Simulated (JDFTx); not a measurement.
Ge(111) slab cut from bulk Ge (space group Fd-3m, indices of the conventional cell, lattice of the Materials Project entry mp-32, not re-optimised): 4 atoms in 4 planes, a (1×1) cell of 13.94 Å² (|a| = 4.013, |b| = 4.013 Å), 4.1 Å between the outermost planes, cell height 23.1 Å, 6×6×1 k mesh, Fermi smearing 0.003 Ha, no spin polarisation. Both faces carry H (1.00 monolayer).

All numbers are PBE, GBRV ultrasoft potentials, plane waves to 20/100 Ha results from a modified build of JDFTx, not measurements. Every dangling bond of both faces is capped, first by H, then by another group, relaxed in vacuum within this cell and the start's symmetry. The exchange energy is per site, for replacing H by the other cap, each cap being drawn from gas molecules at the same level (H: ½ E(H2); NH2: E(NH3) − ½ E(H2)). In reaction energies these potentials put H₂ about 0.03 eV too high against large-basis PBE. Liquid: CANDLE, water, 1 M NaCl; edges there are measured from the bulk electrolyte. The edges are semilocal Kohn-Sham levels of this thin slab, taken over the k mesh, and may belong to surface states. Energies are static: no zero-point or thermal terms. Spin-orbit coupling is left out, which can move the edges for the heavier elements here.

```
cap  exchange energy (eV)  valence edge, vacuum (eV)  conduction edge, vacuum (eV)  valence edge, liquid (eV)  conduction edge, liquid (eV)
---  --------------------  -------------------------  ----------------------------  -------------------------  ----------------------------
H                       0                      -4.51                         -3.74                      -4.29                         -3.52
NH2                   ___                        ___                           ___                        ___                           ___
```

Question: Fill in the missing entries.

Answer: 
- NH2, exchange energy (eV): 0.32
- NH2, valence edge, vacuum (eV): -3.71
- NH2, conduction edge, vacuum (eV): -3.31
- NH2, valence edge, liquid (eV): -3.62
- NH2, conduction edge, liquid (eV): -3.22
